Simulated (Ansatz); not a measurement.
BiPt (NiAs type, P6_3/mmc), a = b = 4.3794 Å, c = 5.5390 Å, α = β = 90.00°, γ = 120.00°.

Relaxed with r²SCAN.

Task: Tabulate the valence density and the electron localisation function along the shortest Bi–Pt contact (2.88 Å), the program Ansatz at the r²SCAN level (PAW).

Result: 

| distance from Bi (Å) | density (e/Å³) | ELF |
|---|---|---|
| 0.29 | 6.85 | 0.07 |
| 0.43 | 5.59 | 0.12 |
| 0.58 | 4.09 | 0.24 |
| 0.72 | 2.48 | 0.37 |
| 0.86 | 1.22 | 0.41 |
| 1.01 | 0.67 | 0.39 |
| 1.15 | 0.46 | 0.35 |
| 1.30 | 0.36 | 0.35 |
| 1.44 | 0.33 | 0.34 |
| 1.59 | 0.37 | 0.31 |
| 1.73 | 0.50 | 0.29 |
| 1.87 | 0.80 | 0.32 |
| 2.02 | 1.57 | 0.41 |
| 2.16 | 3.18 | 0.53 |
| 2.31 | 5.53 | 0.61 |
| 2.45 | 8.12 | 0.66 |
| 2.59 | 10.25 | 0.67 |

The density is the valence pseudo-density with augmentation charge, so density and ELF within about 1 Å of a nucleus are not all-electron values.

The workflow started from a Materials Project entry (that database holds measured and hypothetical structures alike); the Crystallography Open Database files this formula in space group No. 194, but the cells were not matched. Whether it is the stable phase at ambient conditions was not checked. The r²SCAN relaxation kept the symmetry of its start; of distortions, only those at the zone centre were tested. No spin polarisation was allowed. Axis ratios of metals converge slowly with the k-mesh, so a and c are less sure than the volume. Scalar-relativistic: spin–orbit coupling is off unless named, which matters more the heavier the elements.

Potentials: the later of the program's two PAW sets.
